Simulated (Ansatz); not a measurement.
# Phonon spectrum of NaC₁₂

Theory: DFT PBE+D3(BJ), scalar-relativistic, plane waves, PAW (Ansatz 0.2.0). Settings: 420 eV plane-wave cutoff, Γ-centred 12×12×6 mesh, Fermi-Dirac smearing of 0.15 eV. No spin polarisation. Phonons by linear response, acoustic sum rule imposed.

Equilibrium structure at this level:
```yaml
crystal:
  lattice:
    - [4.29262, 0.00000, 0.00000]
    - [-2.14631, 3.71752, 0.00000]
    - [0.00000, 0.00000, 7.79592]
  atoms:
    - { symbol: Na, position: [0.00000, 0.00000, 0.00000] }
    - { symbol: C, position: [0.33340, 0.00000, 0.71137] }
    - { symbol: C, position: [0.00000, 0.33340, 0.71137] }
    - { symbol: C, position: [0.66660, 0.66660, 0.71137] }
    - { symbol: C, position: [0.66660, 0.00000, 0.71137] }
    - { symbol: C, position: [0.33340, 0.33340, 0.71137] }
    - { symbol: C, position: [0.00000, 0.66660, 0.71137] }
    - { symbol: C, position: [0.66660, 0.00000, 0.28863] }
    - { symbol: C, position: [0.33340, 0.33340, 0.28863] }
    - { symbol: C, position: [0.00000, 0.66660, 0.28863] }
    - { symbol: C, position: [0.33340, 0.00000, 0.28863] }
    - { symbol: C, position: [0.00000, 0.33340, 0.28863] }
    - { symbol: C, position: [0.66660, 0.66660, 0.28863] }
```

It was reached by relaxing an invented guess, and it needn't be the stable form of this composition. In a metal, frequencies and elastic constants depend on the k mesh and the smearing, soft modes and shear constants most. The q mesh is coarse, so values between its points are rough.

Force constants from linear response on a 2×2×1 q mesh.

Path: Γ–M–K–Γ–A–L–H–A | L–M | H–K. Only the points of the 2×2×1 mesh were computed; the rest is interpolation, which is rough on so few points. On the mesh no mode is imaginary. Distance along the path (Å⁻¹), then the branches (cm⁻¹, negative for imaginary):
```
0.000  0 0 0 48 48 108 108 148 278 487 487 497 497 498 498 505 505 808 822 982 982 989 990 1184 1184 1185 1185 1185 1185 1185 1185 1364 1374 1375 1384 1414 1414 1422 1422
0.211  -9 97 104 148 167 170 237 243 280 439 444 459 462 532 546 549 562 805 819 904 905 924 925 1121 1125 1197 1200 1230 1235 1285 1289 1361 1369 1372 1380 1410 1415 1430 1436
0.422  47 104 114 157 272 316 319 375 375 448 450 461 465 559 579 617 632 767 769 795 807 817 820 1046 1050 1256 1259 1260 1270 1353 1357 1364 1369 1396 1396 1398 1401 1466 1471
0.634  107 112 123 186 258 306 310 447 451 457 460 574 598 659 659 659 663 682 693 702 708 774 786 951 953 1276 1287 1298 1300 1346 1347 1360 1360 1372 1382 1474 1478 1501 1504
0.845  108 128 168 216 236 241 290 451 457 580 582 582 584 584 604 617 617 735 738 749 751 822 824 825 828 1281 1291 1313 1314 1344 1350 1353 1361 1367 1367 1505 1508 1512 1515
0.967  110 128 173 221 241 245 291 432 436 576 576 578 578 598 614 615 620 733 736 747 749 835 838 839 841 1222 1227 1344 1349 1353 1361 1363 1366 1368 1368 1504 1507 1511 1514
1.089  113 127 186 236 253 256 293 390 393 564 565 567 568 606 608 634 653 728 731 742 744 870 872 873 875 1142 1146 1346 1349 1354 1359 1364 1365 1419 1422 1502 1504 1508 1510
1.211  118 125 202 257 272 273 295 344 344 558 560 561 563 591 593 672 688 718 721 732 735 915 916 918 919 1057 1059 1348 1349 1356 1357 1361 1363 1461 1463 1497 1498 1503 1504
1.333  122 122 211 282 282 294 294 295 320 564 566 568 568 570 570 703 708 708 718 722 722 964 964 964 964 968 968 1348 1351 1356 1356 1361 1361 1488 1488 1490 1490 1496 1497
1.577  114 124 152 212 264 337 343 346 349 484 484 628 629 631 632 664 668 680 683 758 759 765 773 1051 1052 1053 1054 1348 1348 1357 1357 1366 1375 1454 1457 1457 1460 1507 1509
1.821  67 106 116 164 271 353 355 391 393 395 396 530 535 609 612 626 627 749 749 751 751 790 803 1114 1114 1114 1115 1351 1354 1362 1365 1384 1387 1388 1392 1392 1394 1478 1482
2.065  3 99 105 149 189 192 264 278 287 441 443 444 446 549 550 563 564 804 818 893 893 898 898 1148 1148 1150 1151 1281 1283 1285 1287 1360 1367 1371 1378 1408 1412 1434 1441
2.309  0 0 0 48 48 108 108 148 278 487 487 497 497 498 498 505 505 808 822 982 982 989 990 1184 1184 1185 1185 1185 1185 1185 1185 1364 1374 1375 1384 1414 1414 1422 1422
2.409  8 8 27 47 47 108 108 145 279 487 487 497 497 498 498 505 505 808 822 982 982 989 990 1184 1184 1185 1185 1185 1185 1185 1185 1364 1374 1375 1384 1414 1414 1422 1422
2.510  15 15 45 45 53 108 108 135 280 487 487 496 496 498 498 505 505 808 822 982 982 989 990 1184 1184 1185 1185 1185 1185 1185 1185 1364 1374 1375 1384 1414 1414 1422 1422
2.611  22 22 42 42 78 108 108 120 281 487 487 496 496 498 498 506 506 808 822 982 982 989 990 1184 1184 1185 1185 1185 1185 1185 1185 1364 1374 1375 1384 1414 1414 1422 1422
2.712  24 24 40 40 98 103 108 108 281 487 487 496 496 498 498 506 506 808 822 982 982 989 990 1184 1184 1185 1185 1185 1185 1185 1185 1364 1374 1375 1384 1414 1414 1422 1422
2.923  94 97 98 112 168 169 240 240 282 439 444 458 463 532 547 549 562 805 819 904 905 924 925 1121 1125 1198 1200 1230 1235 1285 1289 1361 1369 1372 1379 1410 1415 1430 1436
3.134  96 104 110 129 275 316 319 375 376 449 449 460 466 559 578 617 632 767 769 795 807 817 820 1046 1050 1256 1259 1260 1270 1353 1357 1364 1369 1396 1396 1398 1401 1466 1471
3.346  107 116 146 160 264 298 316 448 451 457 460 575 598 658 659 659 663 682 693 702 708 774 786 951 953 1276 1286 1298 1300 1346 1347 1360 1360 1372 1382 1474 1478 1501 1504
3.557  108 126 184 216 224 235 296 452 456 580 582 582 584 584 604 617 617 735 738 749 751 822 824 825 828 1281 1291 1313 1314 1344 1350 1353 1361 1367 1367 1505 1508 1512 1515
3.679  110 126 188 222 229 239 296 433 436 576 576 578 579 598 614 615 620 733 736 747 749 835 838 838 841 1222 1227 1344 1349 1353 1361 1363 1366 1368 1368 1504 1507 1511 1514
3.801  113 126 198 236 242 251 299 390 394 564 565 567 568 606 608 634 652 728 731 742 744 870 872 873 875 1142 1146 1346 1349 1354 1359 1364 1365 1419 1422 1502 1504 1508 1510
3.923  118 124 209 258 261 270 302 338 349 558 560 561 563 591 593 672 688 718 721 732 735 915 916 918 919 1057 1059 1348 1349 1356 1357 1361 1363 1461 1463 1497 1498 1503 1504
4.045  122 122 216 284 285 285 292 292 327 564 566 568 568 570 570 703 708 708 718 722 722 964 964 964 964 967 968 1348 1351 1356 1356 1361 1361 1488 1488 1490 1490 1496 1497
4.289  114 121 174 189 270 338 340 342 354 484 484 628 629 631 632 664 667 680 683 758 759 765 773 1051 1053 1053 1054 1348 1348 1357 1357 1366 1375 1454 1457 1457 1460 1507 1509
4.533  101 106 119 136 274 353 355 392 392 394 397 529 535 609 611 626 627 749 749 751 751 790 803 1113 1114 1114 1115 1351 1354 1362 1365 1384 1387 1388 1392 1392 1394 1478 1482
4.777  93 99 99 114 191 191 269 275 289 440 442 445 446 548 550 563 564 804 818 893 893 898 898 1148 1149 1150 1151 1281 1283 1285 1287 1360 1367 1371 1378 1408 1412 1434 1441
5.021  24 24 40 40 98 103 108 108 281 487 487 496 496 498 498 506 506 808 822 982 982 989 990 1184 1184 1185 1185 1185 1185 1185 1185 1364 1374 1375 1384 1414 1414 1422 1422
5.071  108 126 183 217 224 235 296 452 457 580 582 582 584 584 604 617 617 735 738 749 751 822 824 825 828 1281 1291 1313 1314 1344 1350 1353 1361 1367 1367 1505 1508 1512 1515
5.172  108 126 178 221 224 237 294 451 457 580 582 582 584 584 604 617 617 735 738 749 751 822 824 825 828 1281 1291 1313 1314 1344 1350 1353 1361 1367 1367 1505 1508 1512 1515
5.272  108 127 172 218 231 240 292 451 457 580 582 582 584 584 604 617 617 735 738 749 751 822 824 825 828 1281 1291 1313 1314 1344 1350 1353 1361 1367 1367 1505 1508 1512 1515
5.373  108 128 169 217 236 241 290 451 457 580 582 582 584 584 604 617 617 735 738 749 751 822 824 825 828 1281 1291 1313 1314 1344 1350 1353 1361 1367 1367 1505 1508 1512 1515
5.423  122 122 216 284 285 285 292 292 327 564 566 568 568 570 570 703 708 708 718 722 722 964 964 964 964 967 968 1348 1351 1356 1356 1361 1361 1488 1488 1490 1490 1496 1497
5.524  122 122 215 285 285 285 292 292 326 564 566 568 568 570 570 703 708 708 718 722 722 964 964 964 964 967 968 1348 1351 1356 1356 1361 1361 1488 1488 1490 1490 1496 1497
5.625  122 122 213 284 284 289 293 293 324 564 566 568 568 570 570 703 708 708 718 722 722 964 964 964 964 967 968 1348 1351 1356 1356 1361 1361 1488 1488 1490 1490 1496 1497
5.726  122 122 211 283 283 293 294 294 321 564 566 568 568 570 570 703 708 708 718 722 722 964 964 964 964 967 968 1348 1351 1356 1356 1361 1361 1488 1488 1490 1490 1496 1497
5.827  122 122 211 282 282 294 294 295 320 564 566 568 568 570 570 703 708 708 718 722 722 964 964 964 964 968 968 1348 1351 1356 1356 1361 1361 1488 1488 1490 1490 1496 1497
```
